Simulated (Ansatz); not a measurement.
# RbCaH3: do energies and stresses tell the same story?

Computed with DFT r2SCAN, scalar-relativistic, plane waves, PAW (Ansatz).

Settings: cutoff 500 eV, Γ-centred mesh 6×6×6 on the computed 5-atom cell, Gaussian smearing of 0.02 eV; no spin polarisation.

Relaxed cell: Pm-3m, a = 4.517 Å, b = 4.517 Å, c = 4.517 Å, α = 90.00°, β = 90.00°, γ = 90.00°, 5 atoms in the primitive cell. Whether it is the stable form of this composition wasn't checked.

Energies at zero smearing and pressures from the stress tensor, at volumes with shape and atoms relaxed:
```tsv
V (Å³/atom)	E − E(first) (meV/atom)	P (GPa)
17.327	0.00	1.74
17.880	-4.33	0.79
18.433	-5.61	-0.03
18.986	-4.24	-0.75
19.539	-0.55	-1.37
```

Problem. Check P = −dE/dV between neighbouring volumes, and get the bulk modulus from the pressures alone.

Solution. With 1 eV/Å³ = 160.2 GPa:
```json
{"middle V (Å³/atom)": "17.604", "−ΔE/ΔV (GPa)": "1.256", "mean P (GPa)": "1.269"}
{"middle V (Å³/atom)": "18.157", "−ΔE/ΔV (GPa)": "0.371", "mean P (GPa)": "0.379"}
{"middle V (Å³/atom)": "18.710", "−ΔE/ΔV (GPa)": "-0.399", "mean P (GPa)": "-0.391"}
{"middle V (Å³/atom)": "19.263", "−ΔE/ΔV (GPa)": "-1.067", "mean P (GPa)": "-1.060"}
```

The two differ by 0.01 GPa at most. The mean of two end pressures misses the average over a step by about ΔV² P″/12, up to 0.01 GPa here; with that taken off 0.00 GPa remains. Around V = 18.433 Å³/atom, the two neighbours give B = −V ΔP/ΔV = 18.433 × 1.54 / 1.106 = 25.7 GPa, against B0 = 25.7 GPa from the Birch–Murnaghan fit of the energies.

Cost: 6 runs of about 2.8 core-minutes in all, on AMD EPYC (Zen 3) (shared hosts).